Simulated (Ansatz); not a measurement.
Relaxed-ion elastic tensor of Al2Ru in space group Fddd (No. 70; Al on 16f, Ru on 8b) in GPa (Voigt order), the program Ansatz at the PBEsol level (PAW); density 6.26 g/cm³, 13.70 Å³ per atom.

```
 356  74.9   108   0.0   0.0   0.0
74.9   336  87.2   0.0   0.0   0.0
 108  87.2   390   0.0   0.0   0.0
 0.0   0.0   0.0  71.6   0.0   0.0
 0.0   0.0   0.0   0.0   123   0.0
 0.0   0.0   0.0   0.0   0.0   102
```

Q: Is the crystal mechanically stable?

A: Yes: the smallest eigenvalue of C is 71.6 GPa.

Q: Work out the Voigt, Reuss and Hill averages.

A: K_V = 180, K_R = 179, K_H = 180; G_V = 113, G_R = 107, G_H = 110 GPa.

Q: Give Young's modulus, Poisson's ratio, Pugh's ratio and the universal anisotropy index.

A: E = 9KG/(3K + G) = 274 GPa; ν = 0.25; K/G = 1.63 (brittle by the Pugh limit of 1.75); A_U = 5G_V/G_R + K_V/K_R − 6 = 0.31.

Q: Estimate the sound speeds and the Debye temperature.

A: v_l = √((K + 4G/3)/ρ) = 7220 m/s, v_t = √(G/ρ) = 4190 m/s, mean 4650 m/s; Θ = (h/k)(3n/4πV)^(1/3) v_m = 579 K.

Q: Solve the Christoffel equation for the three sound speeds along x, y, z.

A: Eigenvalues of C_ijkl n_j n_l equal ρv². In km/s, slowest first: x 4.04, 4.42, 7.54; y 3.38, 4.04, 7.32; z 3.38, 4.42, 7.89.

Q: How much does each axis shrink under pressure?

A: Linear compressibilities β_i = Σ_j S_ij (j = 1 to 3): x 1.9, y 2.2, z 1.6 per TPa.

The first step of the workflow began from a Materials Project structure, measured or hypothetical; the Crystallography Open Database copy checked does not list it. With Al and Ru taken as one species the cell has the higher symmetry Fddd, so it may be an ordered model of a mixed-site phase. Its standing as an ambient phase is unchecked. The cell was relaxed with PBEsol under the symmetry of its start; phonons on a q-mesh show no instability. No spin polarisation was allowed.

Potentials: the later of the program's two PAW sets.
